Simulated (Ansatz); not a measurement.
A trial cell of Fe2Co3, before relaxation:

```yaml
crystal:
  lattice:
    - [2.50797, 0.00000, 0.00000]
    - [-1.25399, 2.17197, 0.00000]
    - [0.00000, 0.00000, 19.84422]
  atoms:
    - { symbol: Fe, position: [0.33333, 0.66667, 0.00000] }
    - { symbol: Fe, position: [0.66667, 0.33333, 0.30000] }
    - { symbol: Fe, position: [0.66667, 0.33333, 0.50000] }
    - { symbol: Fe, position: [0.66667, 0.33333, 0.70000] }
    - { symbol: Co, position: [0.33333, 0.66667, 0.20000] }
    - { symbol: Co, position: [0.33333, 0.66667, 0.40000] }
    - { symbol: Co, position: [0.33333, 0.66667, 0.60000] }
    - { symbol: Co, position: [0.33333, 0.66667, 0.80000] }
    - { symbol: Co, position: [0.66667, 0.33333, 0.10000] }
    - { symbol: Co, position: [0.66667, 0.33333, 0.90000] }
```

These are results of Ansatz 0.2.0, DFT PBE, scalar-relativistic, plane waves, PAW, not measurements. Cutoff 420 eV, Gaussian smearing, Γ-centred meshes. Cell and atoms relax first on a coarse mesh and then on a finer one. In between, the cell is made exact in the group found at 0.06 Å. In metals the finer mesh still leaves noise of several meV/atom or more. The steps can't lower the symmetry of their start. Collinear spin, starting moments Fe 4.0 (×4); Co 3.0 (×6) μB.

A guess keeps its type if space group and coordination stay and the shape of the cell changes little (axis ratios within about 15 %, angles within 6°); the volume may change.

Q: Does it keep its structure type, or change into something else?

A: It keeps its type. The symmetry stays P-6m2 (No. 187). The volume per atom grows by 4.4 %, from 10.8 to 11.3 Å³. The shortest distance goes from 2.46 Å (Fe–Co and Co–Co) to 2.46 Å (Co–Co). The ratio c/a of the conventional cell changes by a factor of 1.06. Counting neighbours within 15 % of an atom's shortest distance, the start has Co 12, Fe 12 and the end Co 12, Fe 12.

Formation energies are uncorrected and refer to the elements' standard structures at the same level.

Q: At what energy does it end?

A: +0.08 eV/atom. It can't be a ground state, since the elements alone are lower.

The last run used collinear spin, an 18×18×2 mesh (in the run's order of axes) for its 10-atom cell and Gaussian smearing of 0.10 eV. Another magnetic order may lie lower. A structure relaxed within its symmetry needn't be a true minimum.
